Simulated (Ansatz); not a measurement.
A geometry of ZrO$_{2}$ away from equilibrium: step 3 of the relaxation of a relaxed ZrO2 cell, doubled along one cell vector, shaken by Gaussian noise of σ = 0.08 Å a coordinate. The numbers are results of PBEsol (plane waves to 420 eV, PAW, scalar-relativistic; Ansatz, a quantum-chemistry and plane-wave program), not measurements. Γ-centred k-mesh 9×9×5 on the run's cell (coarser than for final values), Fermi–Dirac smearing 0.05 eV.

```yaml
crystal:
  lattice:
    - [1.51124, 0.92046, 4.98614]
    - [-1.59070, 0.93235, 5.00861]
    - [-0.05887, -3.51801, 9.96123]
  atoms:
    - { symbol: Zr, position: [0.98693, 0.01061, 0.00484] }
    - { symbol: Zr, position: [0.98071, 0.00406, 0.50170] }
    - { symbol: O, position: [0.25098, 0.23736, 0.13847] }
    - { symbol: O, position: [0.25068, 0.23627, 0.63751] }
    - { symbol: O, position: [0.39231, 0.41898, 0.20964] }
    - { symbol: O, position: [0.40125, 0.41508, 0.70386] }
```

**Question.** Give the Cartesian forces on all atoms (eV/Å).

**Answer.** 
| atom | Fx | Fy | Fz |
|---|---|---|---|
| Zr1 | 0.31 | -0.12 | 0.18 |
| Zr2 | 0.42 | -0.23 | -0.36 |
| O3 | -0.04 | 0.12 | 0.09 |
| O4 | -0.10 | -0.11 | -0.07 |
| O5 | -0.25 | 0.32 | -0.04 |
| O6 | -0.35 | 0.01 | 0.20 |

**Question.** What is the pressure?

**Answer.** +2.4 GPa, compression positive.

**Question.** How much energy per atom can still be gained by relaxing?

**Answer.** 0.78 eV/atom; the path ends in P2₁/m (No. 11).

No spin polarisation in the result.

The end of the path is a generated cell of ZrO2: the first start was made by placing the elements on the sites of a structure type, and the end was not matched to a known phase here, so it may be hypothetical. Known forms of ZrO2 include space group No. 14, 137, 225.
